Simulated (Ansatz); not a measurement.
Moving the pressure in MoIr4

The cell as given:

```
Ir Mo
1.0
     1.37422    0.79341   11.30610
    -1.37422    0.79341   11.30610
     0.00000   -1.58681   11.30610
Ir Mo
4 1
Direct
  0.60030 0.60030 0.60030
  0.19932 0.19932 0.19932
  0.80068 0.80068 0.80068
  0.39970 0.39970 0.39970
  0.00000 0.00000 0.00000
```

The cell comes from a database or a generator and needn't be the stable form of this composition.

Kept alike: task relaxation of cell and atoms; functional PBEsol; k mesh 11 × 11 × 11; occupations fermi-dirac, width 0.05 eV; no spin polarisation. Program: Ansatz, Ansatz PAW, cutoff 420 eV. The mesh is that of the run's cell of 5 atoms. No spin-orbit coupling.

| pressure, P (GPa) | volume (Å³/atom) |
| --- | --- |
| 0 | 14.264 |
| 2 | 14.186 |
| 5 | 14.075 |
| 10 | 13.898 |
| 20 | ? |
| 30 | 13.300 |

The relaxations keep at least the cell's symmetry (R-3m). For a metal such a mesh leaves the last digits unconverged. The runs follow the start's structure, whether or not it is the stable one at these pressures. All rows use potentials made for PBE.

Q: Fit the rows shown and predict the run at 20 GPa.

A: Murnaghan's form V = V0 (1 + B′P/B0)^(-1/B′) through the rows shown has V0 = 14.2640, B0 = 362 GPa and B′ = 4.7 (largest miss 0.0006); at P = 20 it gives 13.580 Å³/atom. The run gave: volume 13.581 Å³/atom.
